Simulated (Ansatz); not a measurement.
Zincblende alloy of ZnS and MgS (26 of 32 Zn sites exchanged), 64 atoms

Ansatz, PAW, plane waves. PBEsol relaxation of volume and atoms (shape held) at the single k point (¼, ¼, ¼) without its symmetry partners; single points on the relaxed atoms at the Γ point alone, onto which points of the small cell's zone fold. Arrangement: quasirandom. No spin–orbit coupling unless named.

Relaxed structure:

```
CELL_PARAMETERS angstrom
11.19201 0.00000 0.00000
0.00000 11.19201 0.00000
0.00000 0.00000 11.19201
ATOMIC_POSITIONS crystal
Zn 0.00050 0.00256 0.99861
Zn 0.99963 0.49894 0.99784
Zn 0.75259 0.24719 0.50033
Zn 0.24659 0.00263 0.75285
Zn 0.75255 0.00266 0.24937
Zn 0.00020 0.24757 0.75230
Mg 0.99823 0.00306 0.50232
Mg 0.99864 0.49534 0.50148
Mg 0.50051 0.00004 0.99992
Mg 0.50172 0.00153 0.49957
Mg 0.50021 0.49898 0.99982
Mg 0.50235 0.49850 0.50052
Mg 0.24458 0.24821 0.99660
Mg 0.24830 0.24799 0.50365
Mg 0.24662 0.75162 0.99807
Mg 0.24931 0.75215 0.50178
Mg 0.75571 0.24827 0.99974
Mg 0.75348 0.75232 0.00124
Mg 0.75095 0.75140 0.49817
Mg 0.24804 0.99994 0.24846
Mg 0.24841 0.49915 0.24804
Mg 0.24610 0.49852 0.75144
Mg 0.75410 0.00287 0.74977
Mg 0.75265 0.49835 0.25001
Mg 0.75362 0.49537 0.75016
Mg 0.99672 0.24839 0.24800
Mg 0.99844 0.75216 0.24640
Mg 0.00155 0.75160 0.75326
Mg 0.50393 0.24787 0.25194
Mg 0.50023 0.24790 0.74821
Mg 0.50218 0.75152 0.24960
Mg 0.49841 0.75222 0.75004
S 0.11962 0.12095 0.12124
S 0.12382 0.12536 0.63521
S 0.11953 0.62091 0.11867
S 0.12327 0.62480 0.62528
S 0.63124 0.12142 0.12746
S 0.63083 0.12857 0.62111
S 0.62692 0.62465 0.12511
S 0.62704 0.62555 0.62630
S 0.37491 0.37097 0.12419
S 0.37424 0.37543 0.62613
S 0.37421 0.87430 0.12448
S 0.36958 0.88290 0.63013
S 0.88017 0.37965 0.11998
S 0.87646 0.36161 0.62561
S 0.87628 0.88707 0.12368
S 0.87579 0.87406 0.62596
S 0.37343 0.12490 0.37510
S 0.37117 0.12143 0.87117
S 0.37561 0.62551 0.37522
S 0.37342 0.62480 0.87494
S 0.86748 0.12518 0.37485
S 0.88468 0.12461 0.87503
S 0.87690 0.62469 0.37499
S 0.87945 0.62116 0.87894
S 0.12441 0.37171 0.37450
S 0.11420 0.37460 0.87401
S 0.12296 0.87639 0.37546
S 0.12386 0.88509 0.87606
S 0.63259 0.37008 0.38031
S 0.62582 0.37156 0.87582
S 0.63085 0.88074 0.36965
S 0.62740 0.87642 0.87398
```

Q: What are the mean bond lengths by pair (pairs within 1.2 times the sum of covalent radii, less contacts 15 % beyond the pair's median; cation–cation pairs of compounds aside; long ionic contacts are cut short by that bound)?

A: Mg–S 2.442 ± 0.010 Å (standard deviation, 104 bonds); S–Zn 2.345 ± 0.009 Å (standard deviation, 24 bonds).

Q: What gap lies between the top filled and the lowest empty level in the single points?

A: HSE06 4.26 eV (16 s on NVIDIA GB200).
